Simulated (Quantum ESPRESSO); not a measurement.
# Ir4In2AlRh: input and log of a self-consistent run

Computed values, not a measurement. The program is pw.x of Quantum ESPRESSO 7.5 (plane-wave density functional theory). The cell is made up: eight metal atoms on a hexagonal close-packed lattice, with elements, volume, strain and displacements drawn at random and not relaxed, so it may be unstable or far from any real phase. PseudoDojo standard norm-conserving files set the functional (PBE unless stated); there is no spin polarisation or spin-orbit coupling, the Fermi-Dirac width of 0.25 eV means electrons at about 2900 K, and the masses in the input are unused placeholders. Heavy elements are run without spin-orbit coupling, which real alloys of them have. A spin test at this wide smearing found no moment, but such smearing suppresses magnetism that the real alloy may have.

Input:

```
&control calculation='scf', pseudo_dir='./dojo.nc.sr.pbe.v0_5.standard.upf', outdir='./o', disk_io='minimal', tprnfor=.true., tstress=.true. /
&system ibrav=0, nat=8, ntyp=4, nbnd=73, ecutwfc=87.97787729, nosym=.true., tot_charge=0,
 occupations='smearing', smearing='fd', degauss=0.0183746611
/
&electrons conv_thr=1.470e-08, electron_maxstep=70, mixing_beta=0.5 /
ATOMIC_SPECIES
Al 1.0 Al.upf
In 1.0 In.upf
Ir 1.0 Ir.upf
Rh 1.0 Rh.upf
CELL_PARAMETERS angstrom
0.0 0.0 -4.934
0.0 5.104 0.0
5.8936 0.0 0.0
ATOMIC_POSITIONS angstrom
Ir 0.0065 -0.0242 -0.0602
Ir 2.8872 0.0403 -0.0351
In 1.5801 2.4599 0.0473
Al 4.4784 2.5672 -0.1062
In 0.0536 1.6975 -2.5138
Ir 2.8094 1.709 -2.6678
Rh 1.2623 4.1632 -2.5332
Ir 4.4525 4.2506 -2.3564
K_POINTS automatic
5 5 4 1 1 1
```

The log is shortened where brackets say so; the opening notice, blank lines, dates and the lines on written files are dropped, and the path of the files is cut. It prints rydbergs, bohrs and kilobars, and counts compression as positive stress. Its total energy is the free energy E - TS of the whole cell.

```
     Program PWSCF v.7.5
     Parallel version (MPI & OpenMP), running on       4 processor cores
     Number of MPI processes:                 4
     Threads/MPI process:                     1
     [start-up lines left out]
     bravais-lattice index     =            0
     lattice parameter (alat)  =       9.3239  a.u.
     unit-cell volume          =    1001.5833 (a.u.)^3
     number of atoms/cell      =            8
     number of atomic types    =            4
     number of electrons       =       114.00
     number of Kohn-Sham states=           73
     kinetic-energy cutoff     =      87.9779  Ry
     charge density cutoff     =     351.9115  Ry
     scf convergence threshold =      1.5E-08
     mixing beta               =       0.5000
     number of iterations used =            8  plain     mixing
     Exchange-correlation= PBE
                           (   1   4   3   4   0   0   0)
     [axes and pseudopotential details left out]
   Cartesian axes
     site n.     atom                  positions (alat units)
         1        Ir     tau(   1) = (   0.0013174  -0.0049047  -0.0122011  )
         2        Ir     tau(   2) = (   0.5851642   0.0081678  -0.0071139  )
         3        In     tau(   3) = (   0.3202473   0.4985610   0.0095865  )
         4        Al     tau(   4) = (   0.9076611   0.5203081  -0.0215241  )
         5        In     tau(   5) = (   0.0108634   0.3440413  -0.5094852  )
         6        Ir     tau(   6) = (   0.5693960   0.3463721  -0.5406972  )
         7        Rh     tau(   7) = (   0.2558370   0.8437779  -0.5134171  )
         8        Ir     tau(   8) = (   0.9024118   0.8614917  -0.4775841  )
     number of k points=    50  Fermi-Dirac smearing, width (Ry)=  0.0184
                       cart. coord. in units 2pi/alat
        k(    1) = (   0.1046474   0.0966693  -0.1000000), wk =   0.0400000
        k(    2) = (   0.3139422   0.0966693  -0.1000000), wk =   0.0400000
     [further k points left out]
     Dense  grid:   111505 G-vectors     FFT dimensions: (  60,  60,  72)
     Estimated max dynamical RAM per process >     412.45 MB
     Estimated total dynamical RAM >       1.53 GB
     Initial potential from superposition of free atoms
     starting charge     113.9885, renormalised to     114.0000
     Starting wfcs are   72 randomized atomic wfcs +    1 random wfcs
     total cpu time spent up to now is        5.2 secs
     per-process dynamical memory:   324.0 Mb
     Self-consistent Calculation
     iteration #  1     ecut=    87.98 Ry     beta= 0.50
     Davidson diagonalization with overlap
     ethr =  1.00E-02,  avg # of iterations =  3.0
     total cpu time spent up to now is       19.1 secs
     total energy              =   -1424.87817252 Ry
     estimated scf accuracy    <       2.09541003 Ry
     iteration #  2     ecut=    87.98 Ry     beta= 0.50
     Davidson diagonalization with overlap
     ethr =  1.84E-03,  avg # of iterations =  2.8
     total cpu time spent up to now is       33.6 secs
     total energy              =   -1425.43158421 Ry
     estimated scf accuracy    <      13.03945704 Ry
     iteration #  3     ecut=    87.98 Ry     beta= 0.50
     Davidson diagonalization with overlap
     ethr =  1.84E-03,  avg # of iterations =  2.0
     total cpu time spent up to now is       46.7 secs
     total energy              =   -1426.12281236 Ry
     estimated scf accuracy    <       3.09182350 Ry
     iteration #  4     ecut=    87.98 Ry     beta= 0.50
     Davidson diagonalization with overlap
     ethr =  1.84E-03,  avg # of iterations =  1.0
     total cpu time spent up to now is       57.4 secs
     total energy              =   -1426.15450547 Ry
     estimated scf accuracy    <       1.02170329 Ry
     iteration #  5     ecut=    87.98 Ry     beta= 0.50
     Davidson diagonalization with overlap
     ethr =  8.96E-04,  avg # of iterations =  1.0
     total cpu time spent up to now is       67.9 secs
     total energy              =   -1426.14312313 Ry
     estimated scf accuracy    <       0.29926032 Ry
     [iterations 6 to 11 left out]
     iteration # 12     ecut=    87.98 Ry     beta= 0.50
     Davidson diagonalization with overlap
     ethr =  4.74E-08,  avg # of iterations =  2.2
     total cpu time spent up to now is      150.4 secs
     total energy              =   -1426.18340412 Ry
     estimated scf accuracy    <       0.00000554 Ry
     iteration # 13     ecut=    87.98 Ry     beta= 0.50
     Davidson diagonalization with overlap
     ethr =  4.86E-09,  avg # of iterations =  5.1
     total cpu time spent up to now is      165.7 secs
     total energy              =   -1426.18340549 Ry
     estimated scf accuracy    <       0.00000035 Ry
     iteration # 14     ecut=    87.98 Ry     beta= 0.50
     Davidson diagonalization with overlap
     ethr =  3.03E-10,  avg # of iterations =  2.6
     total cpu time spent up to now is      179.8 secs
     total energy              =   -1426.18340551 Ry
     estimated scf accuracy    <       0.00000024 Ry
     iteration # 15     ecut=    87.98 Ry     beta= 0.50
     Davidson diagonalization with overlap
     ethr =  2.14E-10,  avg # of iterations =  1.1
     total cpu time spent up to now is      191.0 secs
     total energy              =   -1426.18340554 Ry
     estimated scf accuracy    <       0.00000011 Ry
     iteration # 16     ecut=    87.98 Ry     beta= 0.50
     Davidson diagonalization with overlap
     ethr =  9.68E-11,  avg # of iterations =  1.0
     total cpu time spent up to now is      201.6 secs
     End of self-consistent calculation
     [lines on levels left out]
!    total energy              =   -1426.18340554 Ry
     estimated scf accuracy    <          7.0E-09 Ry
     smearing contrib. (-TS)   =      -0.13012879 Ry
     internal energy E=F+TS    =   -1426.05327675 Ry
     The total energy is F=E-TS. E is the sum of the following terms:
     one-electron contribution =    -451.85364045 Ry
     hartree contribution      =     291.64466472 Ry
     xc contribution           =    -294.38954098 Ry
     ewald contribution        =    -971.45476005 Ry
     convergence has been achieved in  16 iterations
     Forces acting on atoms (cartesian axes, Ry/au):
     atom    1 type  3   force =    -0.02394586   -0.01424628   -0.00488677
     atom    2 type  3   force =     0.02851571   -0.01730318   -0.00446696
     atom    3 type  2   force =    -0.00045308    0.04707732   -0.04779032
     atom    4 type  1   force =    -0.02757780    0.01457897    0.00402845
     atom    5 type  2   force =    -0.04440740   -0.03860713    0.00775390
     atom    6 type  3   force =     0.06521208   -0.02824394    0.03503988
     atom    7 type  4   force =     0.04556649    0.03479495    0.01064745
     atom    8 type  3   force =    -0.04291014    0.00194930   -0.00032563
     Total force =     0.149896     Total SCF correction =     0.000268
     Computing stress (Cartesian axis) and pressure
          total   stress  (Ry/bohr**3)                   (kbar)     P=     -178.37
  -0.00096272  -0.00002133   0.00004229         -141.62       -3.14        6.22
  -0.00002133  -0.00151457   0.00002116           -3.14     -222.80        3.11
   0.00004229   0.00002116  -0.00116035            6.22        3.11     -170.69
     init_run     :      4.92s CPU      5.14s WALL (       1 calls)
     electrons    :    191.58s CPU    196.38s WALL (       1 calls)
     forces       :      2.42s CPU      2.46s WALL (       1 calls)
     stress       :      8.13s CPU      8.33s WALL (       1 calls)
     [timing details left out]
     PWSCF        :   3m27.13s CPU   3m32.46s WALL
     JOB DONE.
```

In other units: free energy -19404.214 eV for the cell, pressure -17.84 GPa, largest force component 1.677 eV/Å in size. The run took 214 s of wall time with four MPI processes on a shared machine (Intel Xeon, 2023 or later, virtual cores), so the time is rough. A rerun of this cell at a higher cutoff and on a denser mesh moved values by no more than 0.004 eV in energy, 0.08 GPa in stress and 0.007 eV/Å in force, and a second program with other atomic files agreed on that cell to 2 % rms in force and 0.5 GPa in pressure.